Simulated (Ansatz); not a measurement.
**Relaxing a structure of ZrC**

The start is a generated cell, ZrC placed in the AFLOW prototype AB_oC8_65_j_g (as in VIr). The structure is fully relaxed (lattice and positions, P = 0) with PBEsol (plane waves to 420 eV, PAW, scalar-relativistic; Ansatz, an electronic-structure program). The first steps use a coarse 5×5×8 k-mesh.

The start:
```
CELL_PARAMETERS angstrom
      2.91213    -3.29499     0.00000
      2.91213     3.29499     0.00000
      0.00000     0.00000     2.72729
ATOMIC_POSITIONS crystal
  Zr 0.78000 0.22000 0.50000
  Zr 0.22000 0.78000 0.50000
  C  0.28000 0.28000 0.00000
  C  0.72000 0.72000 0.00000
```

Task: What pressure does the first self-consistent step give?

Result: -13 GPa (negative: the cell is under tension).

Task: Which atoms feel the largest initial force, and how large is it?

Result: About 1.8 eV/Å, on Zr1, Zr2 (atoms numbered as listed).

Task: Does the structure survive the relaxation? Give the final space group.

Result: The space group goes from Cmmm (No. 65) to P4/mmm (No. 123), with 2 atoms in the primitive cell.

Task: By how much does the energy per atom fall from start to end?

Result: 0.27 to 0.28 eV/atom (the two k-meshes of the run give this range).

Task: How do the shortest distances between atoms change?

Result: The closest pairs of elements (up to four, under 3.6 Å), start → end: C–Zr 2.57 → 2.51 Å; C–C 2.56 → 2.64 Å; Zr–Zr 2.73 → 2.64 Å.

Task: What band gap does the relaxed structure have at this level?

Result: No gap (metallic).

Task: What does it relax into? Give the structure.

Result: 
Space group P4/mmm (No. 123); a = 3.019 Å, b = 3.019 Å, c = 2.645 Å, α = 90.00°, β = 90.00°, γ = 90.00°

| atom | site | symmetry | x | y | z |
|---|---|---|---|---|---|
| Zr | 1b | 4/mmm | 0.0000 | 0.0000 | 0.5000 |
| C | 1c | 4/mmm | 0.5000 | 0.5000 | 0.0000 |

Final values are on a 15×15×17 k-mesh of the relaxed cell. No spin polarisation in the result.

The run could not lose the symmetry of its start: the end is stationary, and may be a saddle point rather than a minimum.

The relaxed structure here is a generated cell of ZrC: the first start was made by placing the elements on the sites of a structure type, and the end was not matched to a known phase here, so it may be hypothetical. Known forms of ZrC include space group No. 225.
